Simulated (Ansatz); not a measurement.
TlBr:
```
CELL_PARAMETERS angstrom
      3.97975     0.00000     0.00000
      0.00000     3.97975     0.00000
      0.00000     0.00000     3.97975
ATOMIC_POSITIONS crystal
  Tl 0.00000 0.00000 0.00000
  Br 0.50000 0.50000 0.50000
```

The program Ansatz at the PBE+D3(BJ) level (PAW) gives a gap of 1.86 eV without spin–orbit coupling, maximum at X, minimum at X.

Question: What happens when spin–orbit coupling is switched on?

Answer: The gap decreases by 0.62 eV, to 1.24 eV; maximum at X, minimum at R.

Question: Give the electron effective mass with spin–orbit coupling.

Answer: 0.30 mₑ (isotropic).

Question: Give the hole effective mass with spin–orbit coupling.

Answer: 0.25, 0.43, 0.43 mₑ (principal values).

Space group Pm-3m (CsCl type). The cell was relaxed with PBE+D3(BJ) under the symmetry of its start; phonons on a q-mesh show no instability.

Potentials: the later of the program's two PAW sets.
